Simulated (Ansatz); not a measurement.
# SrLi$_{2}$CaP$_{2}$ (P4/mmm)

All numbers below come from DFT PBE, scalar-relativistic, plane waves, PAW (Ansatz 0.2.0).

Settings: cutoff 420 eV, Γ-centred mesh 10×10×6 on the computed 6-atom cell, Gaussian smearing of 0.10 eV; no spin polarisation.

The structure is relaxed at this level of theory with its symmetry kept, and needn't be the ground state of this composition.

```cif
data_structure
_symmetry_space_group_name_H-M 'P 1'
_symmetry_Int_Tables_number 1
_cell_length_a 4.4452
_cell_length_b 4.4452
_cell_length_c 6.6528
_cell_angle_alpha 90.000
_cell_angle_beta 90.000
_cell_angle_gamma 90.000
_cell_volume 131.46
loop_
_atom_site_label
_atom_site_type_symbol
_atom_site_fract_x
_atom_site_fract_y
_atom_site_fract_z
_atom_site_occupancy
Li1 Li 0.00000 0.50000 0.00000 1
Li2 Li 0.50000 0.00000 0.00000 1
Sr1 Sr 0.50000 0.50000 0.50000 1
Ca1 Ca 0.50000 0.50000 0.00000 1
P1 P 0.00000 0.00000 0.21865 1
P2 P 0.00000 0.00000 0.78135 1
```

Problem. Formation energy from the elements' standard states (uncorrected)?

Solution. +0.151 eV/atom.

Problem. Kohn–Sham band gap?

Solution. none (metal).

Problem. Density of states at the Fermi level?

Solution. 2.1 states/eV per cell.

Problem. Bader charge by site (e)?

Solution. Li (2 in the cell) 0.81, Sr (1 in the cell) 1.28, Ca (1 in the cell) 0.72, P (2 in the cell) -1.80.

The cell was found from a structure generator's guess, not taken from experiment.
